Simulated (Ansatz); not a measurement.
**Straining BaHfO3**

Computed with Ansatz 0.2.0, DFT r2SCAN, scalar-relativistic, plane waves, PAW. (500 eV cutoff, 6×6×6 k-mesh, Gaussian smearing of 0.02 eV, no spin polarisation)

Starting point, cell and atoms relaxed:

```
Ba Hf O
1.0
     4.17711    0.00000    0.00000
     0.00000    4.17711    0.00000
     0.00000    0.00000    4.17711
Ba Hf O
1 1 3
Direct
  0.50000 0.50000 0.50000
  0.00000 0.00000 0.00000
  0.00000 0.50000 0.00000
  0.50000 0.00000 0.00000
  0.00000 0.00000 0.50000
```

Deformation: biaxial strain in the a-b plane, with the length and tilt of c and the atoms relaxed, all within the symmetry that the strain leaves. Energies are extrapolated to zero smearing. Gaps are generalised Kohn–Sham gaps over the whole zone.

Spin-orbit coupling is left out, which matters for the bands and energies of heavy elements.

| strain (%) | ΔE (meV/atom) | a (Å) | b (Å) | c (Å) | gap (eV) |
| --- | --- | --- | --- | --- | --- |
| -6.0 | 154.5 | 3.926 | 3.926 | 4.329 | 4.04 |
| -4.0 | 63.9 | 4.010 | 4.010 | 4.273 | 4.12 |
| -2.0 | 14.9 | 4.094 | 4.094 | 4.222 | 4.16 |
| +0.0 | 0.0 | 4.177 | 4.177 | 4.177 | 4.19 |
| +2.0 | 13.0 | 4.261 | 4.261 | 4.138 | 4.00 |
| +4.0 | 49.0 | 4.344 | 4.344 | 4.102 | 3.83 |
| +6.0 | 103.6 | 4.428 | 4.428 | 4.071 | 3.67 |

Q: What stiffness (1/V) d²E/dε² at zero strain does a cubic fit over all points give?

A: A cubic fit gives (1/V) d²E/dε² = 790 GPa at zero strain (twice the biaxial modulus).

Q: How does the free axis c answer a small strain?

A: Between the innermost points its strain is -0.50 times the applied one.

Q: How fast does the gap move with strain on either side?

A: 15 meV per percent on the compressed side and -96 meV per percent on the stretched side; it is indirect at -2.0 %, indirect at zero and indirect at +2.0 %.